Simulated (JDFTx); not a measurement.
An input for JDFTx (a modified build) (ZrSi2(110), CANDLE, water, 2 M NaCl; bohr, hartree) and the course of its log:

```
lattice \
  6.9414364873 0.0000000000 0.0000000000 \
  0.0000000000 14.4758087691 0.0000000000 \
  0.0000000000 0.0000000000 45.1644543786
coords-type Lattice
ion Si 0.2500000000 0.9550988610 -0.1121623720 0
ion Si 0.7500000000 0.5814433420 -0.0824982480 0
ion Si 0.2500000000 0.3875020130 -0.0671014480 0
ion Si 0.7500000000 0.0138464940 -0.0374373240 0
ion Si 0.2500000000 0.0707097380 0.0374373240 0
ion Si 0.7500000000 0.6970542190 0.0671014480 0
ion Si 0.2500000000 0.5031128900 0.0824982480 0
ion Si 0.7500000000 0.1294573710 0.1121623720 0
ion Zr 0.2500000000 0.6230325966 -0.1590519135 0
ion Zr 0.7500000000 0.2298582210 -0.1299043034 0
ion Zr 0.2500000000 0.7418537680 -0.0158441040 0
ion Zr 0.7500000000 0.3427024640 0.0158441040 0
ion Zr 0.2500000000 0.8546980110 0.1299043034 0
ion Zr 0.7500000000 0.4615236354 0.1590519135 0
ion-species pseudo/si_pbe_v1.upf
ion-species pseudo/zr_pbe_v1.upf
elec-cutoff 20 100
elec-ex-corr gga-PBE
coulomb-interaction Slab 001
coulomb-truncation-embed 0 0 0
kpoint-folding 6 4 1
elec-smearing Fermi 0.01
elec-n-bands 72
target-mu -0.071294
electronic-scf nIterations 100 energyDiffThreshold 1e-07
fluid LinearPCM
pcm-variant CANDLE
fluid-solvent H2O
fluid-cation Na+ 2
fluid-anion Cl- 2
fluid-minimize nIterations 400 knormThreshold 1e-12
wavefunction read f0.wfns
elec-initial-eigenvals f0.eigenvals
elec-initial-fillings read f0.fillings
fluid-initial-state f0.fluidState
dump-name f0_u0.$VAR
dump End State Ecomponents EigStats BandEigs Forces ElecDensity IonicPositions Fillings Kpoints Dtot FluidDebug BoundCharge FluidDensity
```

```
[one cycle in 5 is shown, and the last three; fluid-solver lines are left out]
	FillingsUpdate:  mu: -0.071294000  nElectrons: 110.682642
SCF: Cycle:  0   G: -305.832651903128635   dG: +1.901e+00   |Residual|: 2.035e-01   |deigs|: 7.006e-06
	FillingsUpdate:  mu: -0.071294000  nElectrons: 126.923847
SCF: Cycle:  5   G: -275.222885663194575   dG: -3.193e+00   |Residual|: 7.171e-01   |deigs|: 3.989e-03
	FillingsUpdate:  mu: -0.071294000  nElectrons: 108.947656
SCF: Cycle: 10   G: -306.666430193740553   dG: -1.915e+00   |Residual|: 1.522e-01   |deigs|: 1.075e-02
	FillingsUpdate:  mu: -0.071294000  nElectrons: 116.457695
SCF: Cycle: 15   G: -299.557682442990370   dG: +6.808e+00   |Residual|: 4.050e-01   |deigs|: 2.490e-02
	FillingsUpdate:  mu: -0.071294000  nElectrons: 121.284836
SCF: Cycle: 20   G: -291.297864700681089   dG: +1.854e+00   |Residual|: 5.523e-01   |deigs|: 3.217e-03
	FillingsUpdate:  mu: -0.071294000  nElectrons: 106.435437
SCF: Cycle: 25   G: -307.545425214220302   dG: +6.664e-02   |Residual|: 7.753e-02   |deigs|: 1.361e-02
	FillingsUpdate:  mu: -0.071294000  nElectrons: 111.099617
SCF: Cycle: 30   G: -305.188536391023149   dG: +6.456e-01   |Residual|: 2.301e-01   |deigs|: 3.361e-03
	FillingsUpdate:  mu: -0.071294000  nElectrons: 112.758376
SCF: Cycle: 35   G: -303.625098812549709   dG: -8.940e-01   |Residual|: 2.836e-01   |deigs|: 3.042e-03
	FillingsUpdate:  mu: -0.071294000  nElectrons: 105.806222
SCF: Cycle: 40   G: -307.614010684742652   dG: +7.552e-04   |Residual|: 7.595e-02   |deigs|: 5.309e-04
	FillingsUpdate:  mu: -0.071294000  nElectrons: 105.836052
SCF: Cycle: 45   G: -307.640060782075864   dG: +4.419e-02   |Residual|: 6.399e-02   |deigs|: 1.988e-03
	FillingsUpdate:  mu: -0.071294000  nElectrons: 109.799436
SCF: Cycle: 50   G: -306.307367587334227   dG: +5.527e-01   |Residual|: 1.803e-01   |deigs|: 4.152e-03
	FillingsUpdate:  mu: -0.071294000  nElectrons: 111.058933
SCF: Cycle: 55   G: -305.217232411771477   dG: -6.680e-02   |Residual|: 2.325e-01   |deigs|: 3.813e-04
	FillingsUpdate:  mu: -0.071294000  nElectrons: 102.986262
SCF: Cycle: 60   G: -307.610728449571184   dG: -2.567e-01   |Residual|: 5.369e-02   |deigs|: 4.005e-03
	FillingsUpdate:  mu: -0.071294000  nElectrons: 104.782548
SCF: Cycle: 65   G: -307.755281113240869   dG: -6.441e-02   |Residual|: 2.688e-02   |deigs|: 3.584e-03
	FillingsUpdate:  mu: -0.071294000  nElectrons: 107.076683
SCF: Cycle: 70   G: -307.404701565410960   dG: +7.641e-02   |Residual|: 9.901e-02   |deigs|: 1.167e-03
	FillingsUpdate:  mu: -0.071294000  nElectrons: 105.797513
SCF: Cycle: 75   G: -307.639726644939401   dG: -1.145e-01   |Residual|: 6.383e-02   |deigs|: 2.725e-03
	FillingsUpdate:  mu: -0.071294000  nElectrons: 104.592391
SCF: Cycle: 80   G: -307.731370894865961   dG: -1.548e-02   |Residual|: 2.573e-02   |deigs|: 4.474e-03
	FillingsUpdate:  mu: -0.071294000  nElectrons: 104.728071
SCF: Cycle: 85   G: -307.740365961908992   dG: +3.839e-04   |Residual|: 3.761e-02   |deigs|: 3.389e-04
	FillingsUpdate:  mu: -0.071294000  nElectrons: 116.603144
SCF: Cycle: 90   G: -299.535117133885763   dG: +8.201e+00   |Residual|: 3.587e-01   |deigs|: 4.566e-02
	FillingsUpdate:  mu: -0.071294000  nElectrons: 105.508555
SCF: Cycle: 95   G: -307.712272200058578   dG: -4.218e-03   |Residual|: 5.873e-02   |deigs|: 4.877e-04
	FillingsUpdate:  mu: -0.071294000  nElectrons: 109.454444
SCF: Cycle: 97   G: -306.372772404675288   dG: +6.496e-01   |Residual|: 1.755e-01   |deigs|: 5.021e-03
	FillingsUpdate:  mu: -0.071294000  nElectrons: 108.313745
SCF: Cycle: 98   G: -306.933982821636562   dG: -5.612e-01   |Residual|: 1.370e-01   |deigs|: 4.350e-03
	FillingsUpdate:  mu: -0.071294000  nElectrons: 109.121661
SCF: Cycle: 99   G: -306.484797758598233   dG: +4.492e-01   |Residual|: 1.632e-01   |deigs|: 3.635e-03
SCF: None of the convergence criteria satisfied after 100 iterations.
IonicMinimize: Iter:   0  G: -306.484797758598233  |grad|_K:  0.000e+00
IonicMinimize: Converged (|grad|_K<1.000000e-04).
```

This run gave no converged result. The electronic loop ended without meeting its threshold, so the last energy, electron count and forces aren't results.
